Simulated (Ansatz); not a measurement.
# BeZn₂Se₃ (I-4m2) at 2 levels of theory

One geometry, relaxed with PBE; plane waves with PAW potentials in Ansatz, scalar-relativistic. No spin polarisation. Gaps are the least over mesh and band path; pressure is positive in compression.

```cif
data_structure
_symmetry_space_group_name_H-M 'I-4m2'
_symmetry_Int_Tables_number 119
_cell_length_a 3.9052
_cell_length_b 3.9052
_cell_length_c 16.8097
_cell_angle_alpha 90.000
_cell_angle_beta 90.000
_cell_angle_gamma 90.000
_cell_volume 256.36
loop_
_atom_site_label
_atom_site_type_symbol
_atom_site_symmetry_multiplicity
_atom_site_Wyckoff_symbol
_atom_site_fract_x
_atom_site_fract_y
_atom_site_fract_z
_atom_site_occupancy
Be1 Be 2 a 0.00000 0.00000 0.00000 1
Zn1 Zn 4 e 0.50000 0.50000 0.16136 1
Se1 Se 4 f 0.50000 0.00000 0.42810 1
Se2 Se 2 c 0.00000 0.50000 0.25000 1
```

```json
{"level": "PBE", "cutoff (eV)": "420", "k mesh": "10×10×10", "gap (eV)": "1.83", "pressure (GPa)": "0.0"}
```

Q: What comes out on the same cell with r2SCAN?

A:
| level | cutoff (eV) | k mesh | gap (eV) | pressure (GPa) |
| --- | --- | --- | --- | --- |
| r2SCAN | 500 | 10×10×10 | 2.41 | -1.8 |

It was reached by relaxing an invented guess, and it needn't be the stable form of this composition.
